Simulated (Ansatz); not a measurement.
Input and command of a plane-wave DFT calculation in Ansatz:

```yaml
crystal:
  lattice:
    - [8.201063955, -2.0231832457, 0.0036625052]
    - [8.201063955, 2.0231832457, 0.0036625052]
    - [-3.0261352408, 0.0, 6.3534149996]
  atoms:
    - { symbol: Na, position: [0.5112012629, 0.5112012629, 0.5181650578] }
    - { symbol: Zn, position: [0.8010298276, 0.8010298276, 0.4785196511] }
    - { symbol: Zn, position: [0.6756749898, 0.6756749898, 0.0246133622] }
    - { symbol: Zn, position: [0.1809647994, 0.1809647994, 0.4966585859] }
    - { symbol: Si, position: [0.3143323183, 0.3143323183, 0.9678862127] }
    - { symbol: As, position: [0.6265668873, 0.6265668873, 0.2966715247] }
    - { symbol: As, position: [0.1539735512, 0.1539735512, 0.8162256375] }
    - { symbol: As, position: [0.3688989594, 0.3688989594, 0.7040520652] }
    - { symbol: As, position: [0.867418174, 0.867418174, 0.1968825188] }
basis:
  ecutwfc: 500
kpoints:
  mp_grid: { grid: [6, 6, 4] }
hamiltonian:
  xc: r2scan
scf:
  occupations: { method: gaussian, width: 0.1 }
output:
  forces: true
  stress: true
  eigenvalues: true
```

```bash
ansatz run input.yaml --threads 2 --pin off --max-ram 5120MiB --backend cpu --events-out ev --progress --plain --runs-dir out
```

Processor: AMD EPYC 9R45 96-Core Processor (Zen 5), 2 threads, on a host shared with other jobs.

Task: How long does it run, and how much memory does it take?

Result: About 18 s on 2 threads of AMD EPYC 9R45 96-Core Processor (Zen 5), with other jobs on the host, peak memory 1.2 GiB. It solves 66 bands at 47 k points (the mesh reduced by the symmetry that the task leaves, which can be less than the crystal's) with about 5361 plane waves, in 9 SCF iterations.
